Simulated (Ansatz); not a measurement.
This run works on a generated trial structure, not on a known crystal.

Input and command of a plane-wave DFT calculation in Ansatz:

```yaml
crystal:
  lattice:
    - [6.6178158652, 0.0, 0.0]
    - [2.7841060228, 8.2830702128, 0.0]
    - [2.6225618662, 2.4370712737, 9.2479775698]
  atoms:
    - { symbol: Ba, position: [0.8042127711, 0.0463379035, 0.0205120576] }
    - { symbol: Ba, position: [0.2135763861, 0.9531458833, 0.3407438508] }
    - { symbol: V, position: [0.7455018188, 0.7068138841, 0.3339295211] }
    - { symbol: V, position: [0.2608087696, 0.2684460357, 0.0337451546] }
    - { symbol: V, position: [0.0406318186, 0.0767290465, 0.661541947] }
    - { symbol: Tl, position: [0.2518747157, 0.4040648064, 0.3494542345] }
    - { symbol: Tl, position: [0.5888281688, 0.3483361977, 0.6049437116] }
    - { symbol: Tl, position: [0.5751228893, 0.8785943096, 0.6688166909] }
    - { symbol: Tl, position: [0.7441133905, 0.4925545702, 0.1148479099] }
    - { symbol: Tl, position: [0.1178810881, 0.6369514324, 0.7462493554] }
    - { symbol: O, position: [0.2848268007, 0.0968219999, 0.5445877344] }
    - { symbol: O, position: [0.849369587, 0.4925935558, 0.3428262121] }
    - { symbol: O, position: [0.4064703618, 0.2070441246, 0.1729478709] }
    - { symbol: O, position: [0.8844485935, 0.0519841746, 0.5590197491] }
    - { symbol: O, position: [0.1396584058, 0.4828502019, 0.992702323] }
    - { symbol: O, position: [0.5496289634, 0.7369528871, 0.484457907] }
    - { symbol: O, position: [0.9066140241, 0.2443580042, 0.7318445564] }
    - { symbol: O, position: [0.613459676, 0.8001288946, 0.1879504587] }
    - { symbol: O, position: [0.0564291784, 0.1647233199, 0.1024044629] }
    - { symbol: O, position: [0.0788421257, 0.9036488632, 0.8073601208] }
    - { symbol: O, position: [0.4402643962, 0.2056417793, 0.892897496] }
    - { symbol: O, position: [0.9474360715, 0.801278125, 0.3062166756] }
basis:
  ecutwfc: 420
kpoints:
  mp_grid: { grid: [4, 4, 4] }
hamiltonian:
  xc: pbe
scf:
  occupations: { method: gaussian, width: 0.02 }
output:
  forces: true
  stress: true
  eigenvalues: true
relax:
  adjacent_minimum: "off"
  f_tol: 0.01
  max_steps: 80
  cell: { stress_tol: 0.05 }
```

```bash
ansatz run input.yaml --threads 4 --pin off --max-ram 14336MiB --backend cpu --events-out ev --progress --plain --runs-dir out
```

Processor: Intel(R) Xeon(R) Platinum 8375C CPU @ 2.90GHz (Ice Lake), 4 threads, on a host shared with other jobs.

Problem. Estimate time, memory and problem size.

Solution. About 9.8 min, peak memory 2.5 GiB. It solves 120 bands at 36 k points (after reduction by symmetry) with about 9957 plane waves (on the last cell), in 111 SCF iterations over 12 ionic steps.
